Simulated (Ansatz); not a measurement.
**A plane-wave run on SrLa2As2**

input.yaml (Ansatz 0.2.0)

```yaml
crystal:
  lattice:
    - [2.178695, 3.77361, 0.0]
    - [-2.178695, 3.77361, 0.0]
    - [0.0, -2.51574, 9.233718]
  atoms:
    - { symbol: Sr, position: [0.0, 0.0, 0.0] }
    - { symbol: La, position: [0.2086, 0.2086, 0.6258] }
    - { symbol: La, position: [0.7914, 0.7914, 0.3742] }
    - { symbol: As, position: [0.40736, 0.40736, 0.22208] }
    - { symbol: As, position: [0.59264, 0.59264, 0.77792] }
  symmetry: { tolerance: 0.0003 }
kpoints:
  mp_grid: { grid: [3, 3, 3], shift: [0, 0, 0] }
magnetization:
  spin_polarized: false
scf:
  occupations: { method: fermi_dirac, width: 0.0147 }
hamiltonian:
  pseudopotentials: { kind: paw }
  xc: hse06
basis:
  ecutwfc: 420
  fft_grid_basis: typed
output:
  forces: true
  stress: true
  eigenvalues: true
  bader: true
  populations: true
  elf: true
  write_potential: true
  volumetric_format: npy
  dos:
    e_range: [-12, 8]
    de: 0.05
    projected: { site_lists: { As: [As], La: [La], Sr: [Sr] } }
```

Output (shortened):

```
SCF iter   1: F=—  Δρ=5.17e-3  dr2=1.55e-1
SCF iter   2: F=—  Δρ=8.26e-3  dr2=1.42e0  defer=6  recentre
SCF iter   3: F=—  Δρ=3.17e-3  dr2=3.67e-2  defer=4
SCF iter   4: F=—  Δρ=1.03e-3  dr2=3.20e-3  defer=7
SCF iter   5: F=—  Δρ=4.94e-4  dr2=1.98e-3  defer=6
SCF iter   6: F=—  Δρ=2.45e-4  dr2=5.45e-4  defer=5
SCF iter   7: F=—  Δρ=5.50e-5  dr2=1.17e-5  defer=2
SCF iter   8: F=—  Δρ=2.11e-5  dr2=1.44e-6  defer=1
SCF iter   9: F=—  Δρ=8.73e-6  dr2=7.23e-8  defer=1
SCF iter  10: F=—  Δρ=1.66e-6  dr2=1.13e-8  defer=1
…
SCF iter   4: F=—  Δρ=2.05e-6  dr2=2.10e-8  defer=9
SCF iter   5: F=—  Δρ=5.72e-7  dr2=1.76e-8  defer=2
SCF iter   6: F=—  Δρ=1.63e-6  dr2=3.63e-9  defer=16
SCF iter   7: F=—  Δρ=2.03e-7  dr2=1.09e-9  defer=6
SCF iter   8: F=—  Δρ=4.59e-8  dr2=8.83e-10
SCF iter   9: F=-25775.2951 eV  Δρ=3.55e-7  dr2=2.22e-10
hybrid outer 3: dexx = +1.677e-6 eV, tail = 4.56e-7 eV, Δε = 4.65e-3 eV (about 7.28e-5 eV left of the loop's levels), ΔF = 2.53e-3 eV/Å (tail 5.93e-4)
SCF iter   1: F=—  Δρ=5.35e-7  dr2=6.46e-10
SCF iter   2: F=-25775.2951 eV  Δρ=3.68e-7  dr2=1.86e-9  defer=6
hybrid outer 4: dexx = +1.437e-10 eV, tail = 3.74e-9 eV, Δε = 2.77e-5 eV (about 2.52e-5 eV left of the loop's levels), ΔF = 4.45e-5 eV/Å (tail 6.25e-4)
Free energy (F): -25775.2951 eV
Frozen-core exchange: fock
Harris-Foulkes:  -25775.2951 eV  (|F-HF|=1.72e-9)
Internal energy: -25775.2906 eV  (E = F + TS)
E sigma→0 (E₀):  -25775.2928 eV
Entropy (-TS):   -0.0046 eV (-0.916 meV/atom)
Fermi energy:    10.1707 eV
--- Per-component energies (eV) ---
  E_band       = -770.1969
  E_kinetic    = 841.9242
  E_local      = -5346.0852  (includes V_loc(G=0)·N_el)
  E_nonlocal   = -955.4687
  E_hartree    = 2571.0194
  E_xc         = -495.1651
  E_vxc        = -497.7496  (∫ρ·V_xc dr)
  E_exx        = -189.0335  (= α·E_x^exact, valence–valence)
  E_paw        = -17136.3899  (= ΣΔE_a)
  E_vpaw       = 423.2111  (= ΣTr[D̂ρ^β])
  E_aug_tail   = 0.0000  (compensation charges beyond the density's cutoff)
  E_ewald      = -5063.8591
  E_core_change = -2.2326  (= ΣΔE_core)
  E_smearing   = -0.0046  (= −TS)
--- Forces (eV/Å), atoms counted from 1 ---
  atom   1  Sr     0.0000     0.0000     0.0000
  atom   2  La     0.0000     0.0000     0.4486
  atom   3  La     0.0000     0.0000    -0.4486
  atom   4  As     0.0000     0.0000    -0.7167
  atom   5  As     0.0000     0.0000     0.7167
--- Stress (GPa, compression-positive) ---
        2.6114       0.0000       0.0000
        0.0000       2.6114       0.0000
        0.0000       0.0000       2.2173
  P = ⅓ Tr σ = 2.4800 GPa (24.800 kbar)
--- Löwdin populations: 5 sites ---
  site symbol       q [e]
     0     Sr      8.3979
     1     La     10.9230
     2     La     10.9230
     3     As     15.7137
     4     As     15.7137
  spilling = 0.0053 (of n_electrons = 62.0000)
--- Bader charges: 5 sites ---
  site symbol  charge [e]  shift [e]
     0     Sr      1.4202     0.0000
     1     La      1.0202     0.0000
     2     La      1.0202     0.0000
     3     As     -1.7303     0.0000
     4     As     -1.7303     0.0000
```

Absolute energies hang on the potentials; compare differences alone.

Origin: a known structure type with other elements, at an estimated volume, so it need not be a known compound. Caveats: the exchange threshold is loose for a stress; the SCF threshold is loose for a stress; many states at the Fermi level without spin polarisation, so a magnetic state may lie lower; hybrid functional on a coarse k mesh.
